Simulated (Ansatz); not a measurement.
# Zone-centre phonons of Ni$_{7}$Ge$_{4}$: input and output

Theory: DFT PBEsol, scalar-relativistic, plane waves, PAW in Ansatz.

Launched with:
```bash
ansatz run input.yaml --threads 4 --pin off --max-ram 12288MiB --backend cpu --events-out ev --progress --plain --runs-dir out
```

Input (bare energies are in eV):
```yaml
crystal:
  lattice:
    - [3.931396327, 0.0, 0.0]
    - [-1.9656981635, 3.4046890915, 0.0]
    - [0.0, 0.0, 9.8898951528]
  atoms:
    - { symbol: Ni, position: [0.0, 0.0, 0.3732565145] }
    - { symbol: Ni, position: [0.0, 0.0, 0.8787669528] }
    - { symbol: Ni, position: [0.0, 0.0, 0.1212330472] }
    - { symbol: Ni, position: [0.0, 0.0, 0.6267434855] }
    - { symbol: Ni, position: [0.6666666667, 0.3333333333, 0.5] }
    - { symbol: Ni, position: [0.3333333333, 0.6666666667, 0.2455657098] }
    - { symbol: Ni, position: [0.3333333333, 0.6666666667, 0.7544342902] }
    - { symbol: Ge, position: [0.6666666667, 0.3333333333, 0.2418429392] }
    - { symbol: Ge, position: [0.6666666667, 0.3333333333, 0.7581570608] }
    - { symbol: Ge, position: [0.3333333333, 0.6666666667, 0.0] }
    - { symbol: Ge, position: [0.3333333333, 0.6666666667, 0.5] }
basis:
  ecutwfc: 420
kpoints:
  mp_grid: { grid: [12, 12, 4] }
hamiltonian:
  xc: pbesol
scf:
  occupations: { method: fermi_dirac, width: 0.15 }
output:
  eigenvalues: true
phonons:
  method: dfpt
```

Results section of the output:
```
--- Phonons (Γ-DFPT): 14 representative perturbations + reference, on 164 of 576 k-points (Σ response iterations 60) ---
  k mesh reduced under 2 symmetry operations, with k and −k counted as one. Each operation leaves every solved perturbation unchanged. A smaller set is not used because it would not reduce the number of displacements ...
  ASR residual: 8.622e-4 → 0.000e0 eV/Å²; symmetrization residual: 2.903e-5 eV/Å²
  ASR residual per site (eV/Å²): 7.09e-4 8.62e-4 8.62e-4 7.09e-4 7.83e-4 7.97e-4 7.97e-4 3.02e-5 3.02e-5 9.14e-5 6.66e-5
  Γ frequencies (cm⁻¹): 0.00 0.00 0.00 53.97 53.97 73.98 73.98 97.14 112.33 114.95 117.68 117.68 127.71 127.71 159.70 167.23 167.23 170.20 172.29 172.29 181.48 192.04 192.04 217.37 230.86 232.55 286.13 313.56 313.56 315.53 ...
  non-analytic LO–TO correction: not included (Born effective charges unavailable; polar crystals: no LO–TO splitting at Γ)
```

The run took 44 min on 4 threads of Intel(R) Xeon(R) Processor @ 2.50GHz (Skylake/Cascade Lake), on a shared host, peak memory 6.8 GiB.

In a metal, frequencies and elastic constants depend on the k mesh and the smearing, soft modes and shear constants most. Spin polarisation was left out, and a magnetic state may lie lower.